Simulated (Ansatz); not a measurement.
A crystal relaxed with r2SCAN in Ansatz 0.2.0 has space group Fm-3m (No. 225) and a = 5.058 Å.

```csv
atom,site,x,y,z
Xx,4a,0.0000,0.0000,0.0000
O,8c,0.2500,0.2500,0.7500
```

With r2SCAN the gap is 4.30 eV and direct, at X. The HSE06 gap is direct at X: 5.41 eV. Meshes: r2SCAN 8×8×8, HSE06 6×6×6. r2SCAN's ε∞ is 4.9 in all directions.

Q: Which element is Xx?
A. Hf
B. Ti
C. Sn
D. Zr

A: A. Xx is Hf: a 3-atom cell of HfO₂ built on the cubic fluorite structure (relaxed group Fm-3m). Hf has 8 O at 2.19 Å; O has 4 Hf at 2.19 Å.

Simulation only: spin-unpolarised, and no claim that this is the phase found in nature.

No spin-orbit coupling is included; it can move band edges with weight on the heavy atoms by tenths of an eV.

The meshes of the hybrids are coarse, so their gaps aren't converged to the digits shown.
